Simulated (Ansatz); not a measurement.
CuNi$_{3}$N (anti-perovskite, Pm-3m) at seven volumes, the program Ansatz at the r²SCAN level (PAW), scaled uniformly. One row is withheld.

```
V (Å³/atom)  P (GPa)
-----------  -------
9.226          25.88
9.530          15.76
9.834           7.22
10.138          0.01
10.442         -6.00
10.746             ?
11.051        -15.27
```

Task: Fit the shown pressures and predict the withheld one.

Result: Third-order Birch–Murnaghan: P = (3/2)B₀(x^(7/2) − x^(5/2))[1 + (3/4)(B′ − 4)(x − 1)] with x = (V₀/V)^(2/3). Least squares on the six rows gives V₀ = 10.140 Å³/atom, B₀ = 218.4 GPa, B′ = 4.81. At V = 10.746, x = 0.9620 and P = -11.03 GPa. The run itself gave -11.05 GPa.

The first step of the workflow began from a Materials Project structure, measured or hypothetical; the Crystallography Open Database copy checked does not list it. Whether it is the stable phase at ambient conditions was not checked. The cell was relaxed with r²SCAN under the symmetry of its start; whether a distortion lowers the energy is not shown. The final state is ferromagnetic, the only order run, not a proven ground state. Other orbital occupations within this spin state were not tried. No Hubbard U is applied.

Potentials: the later of the program's two PAW sets.
